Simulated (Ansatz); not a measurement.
# Pt2W: what symmetry allows forces and stress to be

```yaml
crystal:
  lattice:
    - [-1.23260, 2.19160, 4.22802]
    - [1.54243, -2.19160, 4.33144]
    - [1.23260, 2.19160, -4.22802]
  atoms:
    - { symbol: Pt, position: [0.64362, 0.61294, 0.96932] }
    - { symbol: Pt, position: [0.35638, 0.38706, 0.03068] }
    - { symbol: W, position: [0.00000, 0.00000, 0.00000] }
```

Computed with Ansatz, DFT PBEsol, scalar-relativistic, plane waves, PAW.

Settings: cutoff 420 eV, Γ-centred mesh 18×18×18 on the computed 3-atom cell, Gaussian smearing of 0.10 eV; no spin polarisation.

This distorted cell has space group C2/m, with 4 operations.

Q: Without a calculation: in which directions can each atom feel a force?

A: A force must be left unchanged by every operation that keeps its atom in place, so it lies in the space that those operations leave fixed. Atoms that the group maps onto each other feel forces of one size.
| atom | site symmetry | operations at the site | equivalent to atom | allowed force (Cartesian) |
| --- | --- | --- | --- | --- |
| Pt1 | m | 2 | 1 | in the plane normal to (0.00, 1.00, 0.00) |
| Pt2 | m | 2 | 1 | in the plane normal to (0.00, 1.00, 0.00) |
| W3 | 2/m | 4 | 3 | none |

That leaves 2 independent force components of 9. A relaxation in this cell that keeps the symmetry moves the atoms in these directions alone.

Q: And the stress tensor?

A: It must be invariant under the point group, which leaves 4 independent components: yz, xy vanish.

Q: Do the computed values obey this?

A: Yes. Forces (eV/Å):
```
Pt1 -0.271  0.000  3.796
Pt2  0.271  0.000 -3.796
W3   0.000  0.000  0.000
```

Stress (GPa, compression positive, xx yy zz yz xz xy): -22.64 -40.60 -6.10 0.00 -1.94 0.00. The program imposes the same operations on density, forces and stress, so this confirms the analysis and is no independent test of the calculation.

Spin–orbit coupling is left out, which can shift energies with elements as heavy as these.